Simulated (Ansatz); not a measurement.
Relaxation of a relaxed BaF2 cell with every coordinate shifted by Gaussian noise of σ = 0.3 Å; 3 atoms in the cell, which starts as P1 (No. 1), aP3; a = b = c = 4.417 Å, α = β = γ = 60.00°. These are PBE (plane waves to 420 eV, PAW, scalar-relativistic; Ansatz, a first-principles code) values and carry that method's errors. Γ-centred k-mesh 7×7×7 on the run's cell (coarser than for final values), Fermi–Dirac smearing 0.05 eV. This is the first round of the run. 

The optimiser's lines from the output (shortened; P is positive under compression):

```
relax step   1: F+E_penalty+E_count = -7571.08596659 eV  Δ(F+E_penalty+E_count) = +0.000e0 eV  max|allowed force component| = 3.086e0 eV/Å  Δτ_max = 0.0000 Å  P = +9.124 GPa  Ω = 60.926 Å³  (7 SCF iters, dr2 threshold 1.00e-7 eV, accepted)
relax step   2: F+E_penalty+E_count = -7572.00464481 eV  Δ(F+E_penalty+E_count) = -9.187e-1 eV  max|allowed force component| = 1.241e0 eV/Å  Δτ_max = 0.1946 Å  P = +1.146 GPa  Ω = 62.297 Å³  (7 SCF iters, dr2 threshold 3.00e-7 eV, accepted)
relax step   3: F+E_penalty+E_count = -7572.32032023 eV  Δ(F+E_penalty+E_count) = -3.157e-1 eV  max|allowed force component| = 6.123e-1 eV/Å  Δτ_max = 0.1948 Å  P = +1.671 GPa  Ω = 59.747 Å³  (7 SCF iters, dr2 threshold 3.00e-7 eV, accepted)
relax step   4: F+E_penalty+E_count = -7572.40967542 eV  Δ(F+E_penalty+E_count) = -8.936e-2 eV  max|allowed force component| = 1.240e-2 eV/Å  Δτ_max = 0.1671 Å  P = +0.114 GPa  Ω = 60.800 Å³  (7 SCF iters, dr2 threshold 3.00e-7 eV, accepted)
relax step   5: F+E_penalty+E_count = -7572.40958936 eV  Δ(F+E_penalty+E_count) = +8.606e-5 eV  max|allowed force component| = 3.542e-4 eV/Å  Δτ_max = 0.0035 Å  P = +0.011 GPa  Ω = 60.905 Å³  (5 SCF iters, dr2 threshold 1.12e-7 eV, accepted)
relax step   6: F+E_penalty+E_count = -7572.40956644 eV  Δ(F+E_penalty+E_count) = +2.292e-5 eV  max|allowed force component| = 3.429e-5 eV/Å  Δτ_max = 0.0004 Å  P = +0.001 GPa  Ω = 60.916 Å³  (5 SCF iters, dr2 threshold 2.06e-9 eV, accepted)
relax step   7: F+E_penalty+E_count = -7572.40956644 eV  Δ(F+E_penalty+E_count) = -1.928e-10 eV  max|allowed force component| = 3.525e-5 eV/Å  Δτ_max = 0.0000 Å  P = +0.014 GPa  Ω = 60.916 Å³  stress off target by 1.53e-2 GPa  SCF on the basis re-selected at this cell (its energy is not comparable with the rows above)  (7 SCF iters)
```

From the first to the last row the energy changes by -0.44 eV/atom and the volume by 0.0 %. The last row is marked as not comparable with the walk above it, whose basis was carried along; it does compare with step 1, since both stand on a basis selected at the nominal cutoff for their own cell.

Later rounds, restarted from the end of this one on a renewed k-mesh, logged 2 more steps and released under 1 meV/atom more. The final structure after all rounds: Fm-3m (No. 225), cF12, fluorite type; a = 6.2459 Å, b = 6.2459 Å, c = 6.2459 Å, α = 90.00°, β = 90.00°, γ = 90.00°. Between re-selections the logged energies stand on a plane-wave basis carried along with the cell. No spin polarisation in the result.
